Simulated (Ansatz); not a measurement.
BaAlSiH in space group P3m1 (No. 156; Ba on 1a, Al on 1c, Si on 1b, H on 1c), plane-wave PAW r²SCAN (Ansatz code), all energies at zero smearing, with the estimated change up to a 700 eV cutoff added, with one set of potentials and settings (totals compare only within such a set). Cell of 4 atoms (1 Ba, 1 Al, 1 Si, 1 H): -7162.063 eV.

```tsv
element	reference phase	E (eV/atom)
Ba	Im-3m, 1 atoms in the cell	-5964.4614
Al	Fm-3m, 1 atoms in the cell	-540.4083
Si	Fd-3m, 2 atoms in the cell	-639.0667
H	P2_12_12_1, 8 atoms in the cell	-15.9458
```

Formation energy per atom, worked out: (-7162.063 − 1×(-5964.4614) − 1×(-540.4083) − 1×(-639.0667) − 1×(-15.9458))/4 = -0.545 eV/atom (-53 kJ per mol of atoms), at 0 K, without zero-point energy or fitted corrections.

The workflow started from a Materials Project entry (that database holds measured and hypothetical structures alike); the Crystallography Open Database copy checked does not list it. Its standing as an ambient phase is unchecked. The cell was relaxed with r²SCAN under the symmetry of its start; its stability against distortions is not shown here. The references are the lowest solids computed at this level, not always the standard phases (solids in place of the gases). Scalar-relativistic: spin–orbit coupling is off unless named, which matters more the heavier the elements.

Potentials: the later of the program's two PAW sets.
